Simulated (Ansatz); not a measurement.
**Kick test of a cell of Y2LuN3**

The structure comes from a generated guess, relaxed at this level; another structure or a mixture of phases may lie lower.

Theory: Ansatz 0.2.0, DFT PBE, scalar-relativistic, plane waves, PAW. Cutoff 420 eV; k points 12×12×4 on the computed 6-atom cell (Γ-centred); Gaussian smearing, width 0.01 eV; no spin polarisation.

The cell below (6 atoms, space group P-3m1 (No. 164)) is relaxed within its symmetry.

```yaml
crystal:
  lattice:
    - [3.43521, 0.00000, 0.00000]
    - [-1.71761, 2.97498, 0.00000]
    - [0.00000, 0.00000, 8.41624]
  atoms:
    - { symbol: Y, position: [0.33333, 0.66667, 0.66903] }
    - { symbol: Y, position: [0.66667, 0.33333, 0.33097] }
    - { symbol: Lu, position: [0.00000, 0.00000, 0.00000] }
    - { symbol: N, position: [0.33333, 0.66667, 0.16173] }
    - { symbol: N, position: [0.66667, 0.33333, 0.83826] }
    - { symbol: N, position: [0.00000, 0.00000, 0.50000] }
```

For the test a repeat of it with 12 atoms (edges 3.44, 3.44, 16.83 Å) was strained at random (σ = 1.5 % a component), the atoms were moved at random (σ = 0.15 Å), and all was relaxed again on a coarse 6×6×2 mesh (in the run’s order of axes) with 0.20 eV smearing, with no symmetry imposed.

Task: Is the structure stable against such a distortion?

Result: It returns, within 1 meV/atom of the unmoved cell on that mesh and with the same symmetry when read at 0.1 Å. No instability shows in this cell; modes of other wave vectors, which need another repeat, aren't tested.
